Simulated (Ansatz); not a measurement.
**Os2PdF: start and end of a relaxation**

The cell of Os2PdF is invented: close-packed metal layers stacked AB, repeated with a shift to C, with sites between them filled layer by layer (R-3m, No. 166) (elements of the layers in order: Os Os). Lengths were set from tabulated atomic sizes, so they are only a guess.

POSCAR.start

```
Pd Os F
1.0
     1.59688    0.92196    5.21175
    -1.59688    0.92196    5.21175
     0.00000   -1.84391    5.21175
Pd Os F
1 2 1
Cartesian
  0.0000 0.0000 0.0000
  0.0000 0.0000 12.4793
  0.0000 0.0000 3.1559
  0.0000 0.0000 7.8176
```

Computed with Ansatz 0.2.0, DFT PBE, scalar-relativistic, plane waves, PAW. Cutoff 420 eV, Gaussian smearing, Γ-centred meshes. Cell and atoms relax first on a coarse mesh and then on a finer one. In between, the cell is made exact in the group found at 0.06 Å. In metals the finer mesh still leaves noise of several meV/atom or more. The steps can't lower the symmetry of their start. Collinear spin, starting moments Os 1.0 (×2) μB; they died out on the coarse mesh, so the last step has no spin.

POSCAR.end

```
Pd Os F
1.0
     2.03593    1.17544    4.25319
    -2.03593    1.17544    4.25319
     0.00000   -2.35088    4.25319
Pd Os F
1 2 1
Direct
  0.00000 0.00000 0.00000
  0.79840 0.79840 0.79840
  0.20160 0.20160 0.20160
  0.50000 0.50000 0.50000
```

The symmetry stays R-3m (No. 166). The volume per atom grows by 32.7 %, from 11.5 to 15.3 Å³. The shortest distance goes from 1.92 Å (Os–F) to 2.39 Å (Os–F). The ratio c/a of the conventional cell changes by a factor of 0.64. The energy falls by about 3.2 eV/atom (the start's value is from the coarse mesh).

For Os2PdF, the volume per atom is 15.27 Å³. The density is 13.76 g/cm³ and the formation energy is +0.59 eV/atom. The gap on the 12×12×12 mesh of the 4-atom cell is 0 eV (a metal).

Energies over the elements count from the elements' standard structures at the same level (F₂ as a molecule), with no fitted energy shifts. It can't be a ground state, since the elements alone are lower.

The last run used Gaussian smearing of 0.10 eV. These runs have no spin–orbit coupling, which can matter for Os. An odd number of electrons in the primitive cell allows no gap without spin; a larger cell or a magnetic state could open one. A structure relaxed within its symmetry needn't be a true minimum. In all, the 3 runs took 4.1 min on 1 thread of Arm Neoverse V1 (shared host).
